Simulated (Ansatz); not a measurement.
**Ansatz 0.2.0, settings compared: FeNi2GeS4**

Launch command:

```bash
ansatz run input.yaml --threads 1 --pin off --max-ram 2560MiB --backend cpu --events-out ev --progress --plain --runs-dir out
```

Input:

```yaml
crystal:
  lattice:
    - [0.0, 5.300922, 0.0]
    - [5.300922, 0.0, 0.0]
    - [2.650461, 2.650461, -5.231239]
  atoms:
    - { symbol: Ni, position: [0.75, 0.25, 0.5] }
    - { symbol: Ni, position: [0.25, 0.75, 0.5] }
    - { symbol: Fe, position: [0.0, 0.0, 0.0] }
    - { symbol: Ge, position: [0.5, 0.5, 0.0] }
    - { symbol: S, position: [0.1345, 0.1345, 0.249] }
    - { symbol: S, position: [0.8655, 0.3835, 0.751] }
    - { symbol: S, position: [0.6165, 0.6165, 0.249] }
    - { symbol: S, position: [0.3835, 0.8655, 0.751] }
  symmetry: { tolerance: 0.0003 }
kpoints:
  mp_grid: { grid: [4, 4, 4], shift: [0, 0, 0] }
magnetization:
  spin_polarized: false
scf:
  occupations: { method: fermi_dirac }
hamiltonian:
  pseudopotentials: { kind: paw }
  xc: pbe
basis:
  ecutwfc: 420
output:
  forces: true
  stress: true
  eigenvalues: true
  write_density: true
  write_potential: true
  elf: true
  volumetric_format: npy
```

Origin of the cell: a known structure type with other elements, at an estimated volume, so it need not be a known compound.

The smearing width isn't typed, so it takes its default of 0.1 eV.

Output of this run (shortened):

```
Pseudopotentials: kind: paw
Pseudopotential: Ni, paw, valence charge 18, recommended cutoff 420 eV (normal), Ni.paw.azcp
Pseudopotential: Fe, paw, valence charge 16, recommended cutoff 420 eV (normal), Fe.paw.azcp
Pseudopotential: Ge, paw, valence charge 14, recommended cutoff 420 eV (normal), Ge.paw.azcp
Pseudopotential: S, paw, valence charge 6, recommended cutoff 420 eV (normal), S.paw.azcp
Functional definition: PBE
  exchange = pbe_x(kappa = kappa, mu = beta*pi^2/3)
  correlation = pbe_c(beta = beta)
Crystal: 8 atoms, lattice volume = 146.997 Å³
Basis set: ecut = 420 eV, 2897 PW (Γ), exchange–correlation on 72×72×90 points (8 copies of the dense FFT grid, shifted against one another)
Bands: 54, of which v1, the nominal top of the filled ones, is band 45 counted from 1 (44 counted from 0)
Symmetry: 8 space group operations
[… 10 lines left out …]
Initial density: superposition of atomic densities (neutral atoms: chi_scale 0, normalization atom), corrected by the library's trained network
Functional: x = pbe(κ = 0.804, μ = 0.219515), c = pbe(β = 0.066725)
SCF iter   1: F=—  HF=-24064.427213 eV  Δρ=1.16e-2  dr2=2.11e-1  defer=5
SCF iter   2: F=—  HF=-24064.425803 eV  Δρ=6.80e-3  dr2=1.89e-2  defer=6
SCF iter   3: F=—  HF=-24064.420608 eV  Δρ=2.16e-3  dr2=7.32e-3  defer=7
SCF iter   4: F=—  HF=-24064.420887 eV  Δρ=9.24e-4  dr2=1.52e-3  defer=7
SCF iter   5: F=—  HF=-24064.420915 eV  Δρ=3.09e-4  dr2=1.50e-4  defer=7
SCF iter   6: F=—  HF=-24064.420922 eV  Δρ=2.98e-5  dr2=4.63e-7  defer=7
SCF iter   7: F=—  HF=-24064.420956 eV  Δρ=3.72e-5  dr2=2.17e-6
SCF iter   8: F=—  HF=-24064.420956 eV  Δρ=9.94e-6  dr2=1.58e-7
SCF iter   9: F=-24064.420956 eV  HF=-24064.420956 eV  Δρ=4.90e-6  dr2=4.19e-8
SCF 1 converged in 9 iterations: F = -24064.420956 eV  dr2 = 4.19e-8
SCF converged after 9 iterations
Free energy (F): -24064.420956 eV
Harris-Foulkes:  -24064.420956 eV  (|F-HF|=3.80e-8)
Internal energy: -24064.082003 eV  (E = F + TS)
E sigma→0 (E₀):  -24064.251479 eV
Entropy (-TS):   -0.338952 eV (-42.369 meV/atom)
Fermi energy:    8.759351 eV
--- Per-component energies (eV) ---
  E_band       = -1380.324805
  E_kinetic    = 1450.510063
  E_local      = -15877.085057  (includes V_loc(G=0)·N_el)
  E_nonlocal   = 2041.123147
  E_hartree    = 6744.401661
  E_xc         = -745.167349
  E_vxc        = -776.581499  (∫ρ·V_xc dr)
  E_paw        = -9060.688929  (= ΣΔE_a)
  E_vpaw       = -1707.101517  (= ΣTr[D̂ρ^β])
  E_aug_tail   = 0.002126  (compensation charges beyond the density's cutoff)
  E_ewald      = -8617.177665
  E_smearing   = -0.338952  (= −TS)
  Σ components = -24064.420956   (vs F -24064.420956, Δ=0.00e0)
--- Forces (eV/Å), atoms counted from 1 ---
  atom   1  Ni     0.000000    -0.000000     0.000000
  atom   2  Ni    -0.000000    -0.000000     0.000000
  atom   3  Fe     0.000000     0.000000     0.000000
  atom   4  Ge     0.000000     0.000000     0.000000
  atom   5  S     -1.299817    -1.299817    -0.680817
  atom   6  S     -1.299817     1.299817     0.680817
  atom   7  S      1.299817     1.299817    -0.680817
  atom   8  S      1.299817    -1.299817     0.680817
  max |Σ_I F_I| component: 4.44e-16 eV/Å
--- Stress (GPa, compression-positive) ---
       -5.365625       0.000000      -0.000000
        0.000000      -5.365625       0.000000
       -0.000000       0.000000      -4.626390
  P = ⅓ Tr σ = -5.1192 GPa (-51.192 kbar)
```

The same input was run again with these changes:

1. `hamiltonian.hubbard` default → { sites: [{ species: Ni, l: d, u_eff: 2.0 }], double_counting: amf }; `basis.ecutwfc` 420 → "300 eV"
2. `hamiltonian.hubbard` default → { sites: [{ species: Ni, l: d, u_eff: 4.0 }], double_counting: amf }
3. `basis.ecutwfc` 420 → "500 eV"; `crystal.symmetry` { tolerance: 0.0003 } → { detect: false }; `kpoints.mp_grid.grid` [4, 4, 4] → [3, 3, 3]
4. `hamiltonian.xc` pbe → revpbe; `kpoints.mp_grid.grid` [4, 4, 4] → [5, 5, 5]

```
 run        end  SCF iterations  P (GPa)  max force component (eV/Å)  moment (μB)  ΔE(σ→0) (meV/atom)
base  converged               9    -5.12                       1.300            –                   0
   1  converged              17    -4.60                       1.246            –                   –
   2  converged              17    -4.99                       1.286            –                   –
   3  converged               9    -5.17                       1.314            –               -3.30
   4  converged               9    -3.22                       1.283            –                   –
```

Energies are compared only where functional, datasets, charge and starting cell are the same.

Not properties of the system: run 1 (too coarse or loose: `basis.ecutwfc` = "300 eV"), run 3 (too coarse or loose: `kpoints.mp_grid.grid` = [3, 3, 3]).

Caveats of the base run: no spin polarisation, so a magnetic state may lie lower; the k mesh is coarse if the cell is a metal.

Run 1: the cutoff lies below the datasets' advice.
Run 4: forces of this functional can be a tenth off on datasets made under PBE.

Time of the base run: 7.8 s of wall time on 1 CPU thread(s) of a shared host, from the program's own first density.
